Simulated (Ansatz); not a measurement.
W:
```cif
data_W39
_chemical_formula_sum 'W39'
_space_group_name_H-M_alt 'R-3m :H'
_space_group_IT_number 166
_space_group_name_Hall '-R 3 2"'
_cell_length_a 5.15361
_cell_length_b 5.15361
_cell_length_c 27.94114
_cell_angle_alpha 90.000
_cell_angle_beta 90.000
_cell_angle_gamma 120.000
loop_
_atom_site_label
_atom_site_type_symbol
_atom_site_symmetry_multiplicity
_atom_site_Wyckoff_symbol
_atom_site_fract_x
_atom_site_fract_y
_atom_site_fract_z
_atom_site_occupancy
W1 W 18 h 0.33559 0.16780 0.07833 1
W2 W 6 c 0.00000 0.00000 0.16730 1
W3 W 3 a 0.00000 0.00000 0.00000 1
W4 W 6 c 0.00000 0.00000 0.45478 1
W5 W 6 c 0.00000 0.00000 0.34694 1
```
(The calculation used a cell of 13 atoms; values per cell refer to that cell.)

Relaxed with r²SCAN.

Which orbitals make up the states near the Fermi level in r²SCAN (plane waves, PAW; program Ansatz)?

Within 0.5 eV of the Fermi level: W 5d 93 %. Projections are on Löwdin-orthogonalised atomic valence shells; empty p or d shells of many metals are not among them.

Tabulate the density of states.

States/eV per cell of 13 atoms, in 0.25 eV bins, energy from the Fermi level.

| E (eV) | total | W 5d | W 6s | W 5p |
|---|---|---|---|---|
| -7.85 | 1.26 | 0.08 | 1.04 | 0.03 |
| -7.60 | 1.49 | 0.13 | 1.20 | 0.04 |
| -7.35 | 1.71 | 0.19 | 1.35 | 0.05 |
| -7.10 | 1.82 | 0.25 | 1.40 | 0.06 |
| -6.85 | 1.92 | 0.47 | 1.30 | 0.06 |
| -6.60 | 3.35 | 1.32 | 1.82 | 0.08 |
| -6.35 | 4.32 | 1.97 | 2.12 | 0.09 |
| -6.10 | 6.04 | 3.12 | 2.63 | 0.12 |
| -5.85 | 6.92 | 4.04 | 2.61 | 0.12 |
| -5.60 | 11.66 | 7.98 | 3.34 | 0.15 |
| -5.35 | 11.10 | 8.00 | 2.78 | 0.14 |
| -5.10 | 10.73 | 8.21 | 2.23 | 0.13 |
| -4.85 | 10.79 | 8.60 | 1.90 | 0.15 |
| -4.60 | 7.49 | 6.27 | 1.03 | 0.12 |
| -4.35 | 5.02 | 4.39 | 0.50 | 0.08 |
| -4.10 | 7.29 | 6.46 | 0.63 | 0.12 |
| -3.85 | 8.89 | 8.13 | 0.53 | 0.13 |
| -3.60 | 12.08 | 11.23 | 0.56 | 0.15 |
| -3.35 | 10.98 | 10.22 | 0.52 | 0.12 |
| -3.10 | 18.16 | 17.16 | 0.64 | 0.16 |
| -2.85 | 23.99 | 22.36 | 1.05 | 0.25 |
| -2.60 | 24.28 | 22.22 | 1.30 | 0.29 |
| -2.35 | 17.92 | 15.96 | 1.22 | 0.24 |
| -2.10 | 16.59 | 14.46 | 1.21 | 0.26 |
| -1.85 | 12.25 | 10.37 | 0.97 | 0.20 |
| -1.60 | 10.82 | 8.96 | 0.88 | 0.17 |
| -1.35 | 12.15 | 9.97 | 0.91 | 0.18 |
| -1.10 | 8.85 | 7.46 | 0.64 | 0.12 |
| -0.85 | 9.86 | 8.75 | 0.52 | 0.09 |
| -0.60 | 9.54 | 8.50 | 0.50 | 0.08 |
| -0.35 | 8.36 | 7.62 | 0.36 | 0.05 |
| -0.10 | 11.69 | 10.96 | 0.34 | 0.05 |
| 0.15 | 11.62 | 10.78 | 0.40 | 0.05 |
| 0.40 | 7.85 | 7.27 | 0.28 | 0.03 |
| 0.65 | 10.60 | 9.98 | 0.29 | 0.04 |
| 0.90 | 10.46 | 9.88 | 0.29 | 0.03 |
| 1.15 | 8.70 | 8.21 | 0.25 | 0.02 |
| 1.40 | 9.62 | 9.15 | 0.22 | 0.02 |
| 1.65 | 7.36 | 7.04 | 0.14 | 0.01 |
| 1.90 | 9.35 | 8.83 | 0.25 | 0.02 |
| 2.15 | 9.46 | 8.90 | 0.26 | 0.02 |
| 2.40 | 8.19 | 7.65 | 0.25 | 0.02 |
| 2.65 | 10.35 | 9.77 | 0.25 | 0.02 |
| 2.90 | 15.04 | 14.21 | 0.33 | 0.02 |
| 3.15 | 11.76 | 10.93 | 0.35 | 0.02 |
| 3.40 | 13.73 | 12.91 | 0.35 | 0.02 |
| 3.65 | 15.35 | 14.45 | 0.41 | 0.02 |
| 3.90 | 12.43 | 11.59 | 0.41 | 0.01 |

The start of the workflow was typed in or built on a structure type; neither database checked (COD, Materials Project) lists it. It is not the phase usual at ambient conditions (space group No. 229). The cell was relaxed with r²SCAN under the symmetry of its start; its stability against distortions is not shown here. The run is not spin-polarised. Spin–orbit coupling is left out wherever it is not named.

Potentials: the earlier of the program's two PAW sets.
